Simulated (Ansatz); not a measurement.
## LiMg: phonons across the zone

The calculation used DFT LDA, scalar-relativistic, plane waves, PAW (Ansatz). Plane waves to 420 eV; Γ-centred k mesh 18×18×8; Fermi-Dirac smearing of 0.15 eV. No spin polarisation. Phonons by linear response, acoustic sum rule imposed.

Equilibrium structure at this level:
```yaml
crystal:
  lattice:
    - [3.05773, 0.00000, 0.00000]
    - [-1.52886, 2.64807, 0.00000]
    - [0.00000, 0.00000, 4.94477]
  atoms:
    - { symbol: Li, position: [0.00000, 0.00000, 0.00000] }
    - { symbol: Mg, position: [0.66667, 0.33333, 0.50000] }
```

In a metal, frequencies and elastic constants depend on the k mesh and the smearing, soft modes and shear constants most. Some empty bands missed the eigensolver's threshold. The q mesh is coarse, so values between its points are rough.

Force constants from linear response on a 3×3×2 q mesh.

Task: Is the structure dynamically stable on this mesh?

Result: Yes, on this mesh: no mode is imaginary.

Task: Give the frequencies (cm⁻¹; i marks imaginary ones) at the irreducible q points, in fractions of the reciprocal vectors.

Result:
| q | star | frequencies |
| --- | --- | --- |
| 0.000 0.000 0.000 | 1 | 0 0 0 153 153 320 |
| 0.000 0.000 -0.500 | 1 | 74 74 123 123 146 300 |
| 0.000 0.333 0.000 | 6 | 106 114 217 222 277 306 |
| 0.000 0.333 -0.500 | 6 | 122 151 206 214 280 306 |
| 0.333 0.333 0.000 | 2 | 148 217 229 265 288 300 |
| 0.333 0.333 -0.500 | 2 | 97 190 227 280 285 314 |

Whether LiMg exists in this form wasn't checked.

Cost: 1 run of about 17 core-minutes, on Intel Xeon Processor @ 2.50GHz (Skylake/Cascade Lake) (shared hosts).